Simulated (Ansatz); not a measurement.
**Data sheet: TiAs (DFT)**

TiAs:
```yaml
crystal:
  lattice:
    - [3.59762, 0.00000, 0.00000]
    - [-1.79881, 3.11563, 0.00000]
    - [0.00000, 0.00000, 11.96727]
  atoms:
    - { symbol: Ti, position: [0.33333, 0.66667, 0.11703] }
    - { symbol: Ti, position: [0.66667, 0.33333, 0.88297] }
    - { symbol: Ti, position: [0.66667, 0.33333, 0.61703] }
    - { symbol: Ti, position: [0.33333, 0.66667, 0.38297] }
    - { symbol: As, position: [0.00000, 0.00000, 0.00000] }
    - { symbol: As, position: [0.00000, 0.00000, 0.50000] }
    - { symbol: As, position: [0.33333, 0.66667, 0.75000] }
    - { symbol: As, position: [0.66667, 0.33333, 0.25000] }
```

Space group P6_3/mmc (No. 194); conventional cell a = 3.5976 Å, b = 3.5976 Å, c = 11.9673 Å, α = 90.00°, β = 90.00°, γ = 120.00°.

Method: DFT-PBEsol in the program Ansatz with PAW potentials. The cell and atoms are relaxed at this level. Other levels are named where they apply.

**Cell and energy**

```json
{
 "volume_per_atom": "16.77 Å³",
 "density": "6.08 g/cm³",
 "Formation energy from the elements (no fitted shifts)": "-0.98 eV/atom"
}
```

**Electronic structure**

```json
{
  "electronic_character": "metallic (no gap)",
  "Density of states at the Fermi level": "0.40 states/eV per atom (mean over ±0.08 eV)",
  "Gap with spin–orbit coupling": "none (metallic)"
}
```

**Mechanics**

```json
{
  "Bulk modulus (Birch–Murnaghan fit)": "130 GPa",
  "Pressure derivative B′": "4.2",
  "Elastic constants (relaxed ions, GPa)": "C11 = 198, C12 = 83.1, C13 = 100, C33 = 214, C44 = 128",
  "mechanical_stability": "stable (all eigenvalues of C positive)",
  "hill_bulk_and_shear_moduli": "130 and 77.7 GPa",
  "Young's modulus": "194 GPa",
  "Poisson's ratio": "0.25",
  "debye_temperature_from_the_elastic_constants": "462 K"
}
```

**Phonons**

```json
{
 "highest_zone_centre_frequency": "39.1 meV",
 "zone_centre_stability": "no imaginary mode at Γ"
}
```

The first step of the workflow began from a Materials Project structure, measured or hypothetical; the Crystallography Open Database files this formula in space group No. 194, but the cells were not matched. Whether it is the stable phase at ambient conditions was not checked. Symmetry was held in the PBEsol relaxation. The run is not spin-polarised. As this level gives no gap, shear constants depend on the k-mesh and smearing (Fermi–Dirac, 0.1 eV here). As this level gives no gap, phonon frequencies hold no LO–TO term and depend on the k-mesh and smearing (Fermi–Dirac, 0.1 eV here). The references are the lowest solids computed at this level, not always the standard phases. Scalar-relativistic: spin–orbit coupling is off unless named, which matters more the heavier the elements.

Potentials: the later of the program's two PAW sets.
